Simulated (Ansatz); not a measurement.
Re2B:
```
Re2B
1.0
    3.50473     0.00000     0.00000
    0.00000     3.50473     0.00000
    0.00000     0.00000     5.93957
Re B
4 2
Cartesian
  0.00000   0.00000   0.00000
  1.75236   1.75236   0.00000
  1.75236   0.00000   2.07297
  0.00000   1.75236   3.86660
  1.75236   0.00000   4.22837
  0.00000   1.75236   1.71120
```

Relaxed with PBEsol. Special points in fractions of this cell's reciprocal vectors: Γ (0.000, 0.000, 0.000); X (0.000, 0.500, 0.000); M (0.500, 0.500, 0.000); Z (0.000, 0.000, 0.500); R (0.000, 0.500, 0.500); A (0.500, 0.500, 0.500).

Q: List the band energies nearest the Fermi level at these points for PBEsol with spin–orbit coupling (plane waves, PAW; program Ansatz).

A: In eV from the Fermi level; about four levels below and three above (degenerate sets whole), none deeper than 8.9 eV; points with the same levels are listed once.

```json
[
 {"k": "Γ", "below": "-0.79 -0.79 -0.32 -0.32", "above": "0.14 0.14 1.72 1.72"},
 {"k": "X", "below": "-0.36 -0.36 -0.36 -0.36", "above": "0.33 0.33 0.33 0.33"},
 {"k": "M", "below": "-0.01 -0.01 -0.01 -0.01", "above": "0.21 0.21 0.21 0.21"},
 {"k": "Z", "below": "-0.07 -0.07 -0.04 -0.04", "above": "0.16 0.16 0.59 0.59"},
 {"k": "R", "below": "-0.72 -0.72 -0.72 -0.72", "above": "0.55 0.55 0.55 0.55"},
 {"k": "A", "below": "-0.30 -0.30 -0.30 -0.30", "above": "0.07 0.07 0.07 0.07"}
]
```

Space group P4/nmm. A made-up cell: these elements were put on the sites of a structure type; neither database checked (COD, Materials Project) lists it. Whether it is the stable phase at ambient conditions was not checked. The cell was relaxed with PBEsol under the symmetry of its start; whether a distortion lowers the energy is not shown. The run is not spin-polarised.

Potentials: the earlier of the program's two PAW sets. The files were generated under PBE; for other functionals the program regenerates the frozen cores, and for LDA and PBEsol the local potential too.
